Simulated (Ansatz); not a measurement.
InSe (beta-GaS type, space group P6_3/mmc)

```
InSe
1.0
    4.03204     0.00000     0.00000
   -2.01602     3.49185     0.00000
    0.00000     0.00000    16.76258
In Se
4 4
Cartesian
  0.00000   2.32790  11.17516
  2.01602   1.16395   2.79387
  2.01602   1.16395   5.58742
  0.00000   2.32790  13.96870
  0.00000   2.32790   1.50714
  2.01602   1.16395   9.88843
  2.01602   1.16395  15.25544
  0.00000   2.32790   6.87415
```

E(V) scan at fixed shape, V₀ the volume above. The atoms relax within the cell's symmetry.

All values below come from PBE-D3(BJ) (plane waves to 420 eV, PAW, scalar-relativistic; Ansatz, a first-principles code). k mesh 9×9×2 (Γ-centred), Fermi-Dirac smearing 0.05 eV. Energies are smeared free energies. With the shape held, the modulus is that of even scaling; a crystal free to change shape is softer. InSe was relaxed with its symmetry unable to fall. The PAW data are Ansatz's earlier set. The zero of ΔE is the relaxed starting cell.

| V (Å³/atom) | ΔE (meV/atom) |
|---|---|
| 26.551 | 32.7 |
| 27.288 | 17.3 |
| 28.026 | 7.2 |
| 28.763 | 1.7 |
| 29.501 | 0.0 |
| 30.238 | 1.5 |
| 30.976 | 5.7 |
| 31.713 | 12.2 |
| 32.451 | 20.6 |

What is the fitted pressure derivative B₀′?

5.8.

What bulk modulus at fixed cell shape B₀ follows from a third-order Birch-Murnaghan fit?

27.9 GPa. Check by three points about V = 29.501 Å³/atom, step 0.738: d²E/dV² ≈ (1.7 − 2·0.0 + 1.5) meV / 0.738² = 0.00588 eV/Å⁶, and V·d²E/dV² × 160.2 = 27.8 GPa.

(Under strain, the slope of the energy per volume gives the stress and its curvature an elastic modulus.)
